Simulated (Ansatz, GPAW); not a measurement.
This is a calculation of SiF for GPAW 26.7.0 (ASE script). The cell comes from a database or a generator and needn't be the stable form of this composition.

run.py

```python
from ase import Atoms
from ase.dft.bandgap import bandgap
from ase.io import write
from ase.units import Bohr, GPa
from gpaw import GPAW, PW
from gpaw.elf import elf_from_dft_calculation

atoms = Atoms(['Si', 'F'],
              cell=[[1.3385993048, 0.772840669, 3.89831],
                    [-1.3385993048, 0.772840669, 3.89831],
                    [0.0, -1.5456813379, 3.89831]],
              scaled_positions=[[0.5, 0.5, 0.5],
                                [0.0, 0.0, 0.0]],
              pbc=True)

calc = GPAW(mode=PW(800),
            xc='PBE',
            kpts={'size': (12, 12, 12), 'gamma': True},
            occupations={'name': 'fermi-dirac', 'width': 0.05},
            nbands=13,
            convergence={'density': 1e-05, 'energy': 1e-05},
            maxiter=150,
            txt='gpaw.txt')
atoms.calc = calc
energy = atoms.get_potential_energy()
forces = atoms.get_forces()
stress = atoms.get_stress()
calc.write('gs.gpw')
write('result.traj', atoms)
print(f'Energy: {energy:.6f} eV')
print('Forces (eV/A):')
print(forces.round(4))
print('Stress (GPa):', (stress / GPa).round(3))
print('Fermi level:', round(calc.get_fermi_level(), 4), 'eV')
print(f'Gap: {bandgap(calc)[0]:.4f} eV, direct: {bandgap(calc, direct=True)[0]:.4f} eV')

# fields on the real-space grid
write('density.cube', atoms, data=calc.get_pseudo_density() * Bohr**3)
write('potential.cube', atoms, data=calc.get_electrostatic_potential())
write('elf.cube', atoms, data=elf_from_dft_calculation(calc).data)
```

Potentials or basis: GPAW PAW data sets (gpaw-data 1.2.1), pw.

Launch:

```sh
$ OMP_NUM_THREADS=1 python run.py
```

What does the same run look like in Ansatz 0.2.0? Potentials or basis there: Ansatz PAW (earlier soft set), cutoff 420 eV.

As run (cutoffs and basis follow the program's own potentials, and thresholds, step limits or extra output files can differ):

Contents of input.yaml:

```yaml
crystal:
  lattice:
    - [1.3386, 0.77284, 3.89831]
    - [-1.3386, 0.77284, 3.89831]
    - [0.0, -1.54568, 3.89831]
  atoms:
    - { symbol: Si, position: [0.5, 0.5, 0.5] }
    - { symbol: F, position: [0.0, 0.0, 0.0] }
hamiltonian:
  xc: pbe
  pseudopotentials: { kind: paw, azcp: { folder: soft_1 } }
kpoints:
  mp_grid: { grid: [12, 12, 12] }
scf:
  occupations: { method: fermi_dirac, width: 0.05 }
output:
  forces: true
  stress: true
  eigenvalues: true
  write_density: true
  write_potential: true
  elf: true
  volumetric_format: npy
```

Potentials or basis: Ansatz PAW soft_1.

The run is started by

```console
$ ansatz run input.yaml --threads 1 --pin off --max-ram 3584MiB --backend cpu --events-out ev --progress --plain --runs-dir out
```

Both were run:

|  | GPAW | Ansatz |
| --- | --- | --- |
| Pressure | -0.7 GPa | 0.2 GPa |

Ansatz's pressure holds a Pulay term of +0.28 GPa for its cutoff of 420 eV, which the other run lacks.

Where Ansatz's input types no cutoff or centring, it takes its own default and a Γ-centred mesh.

Pressure is positive in compression.
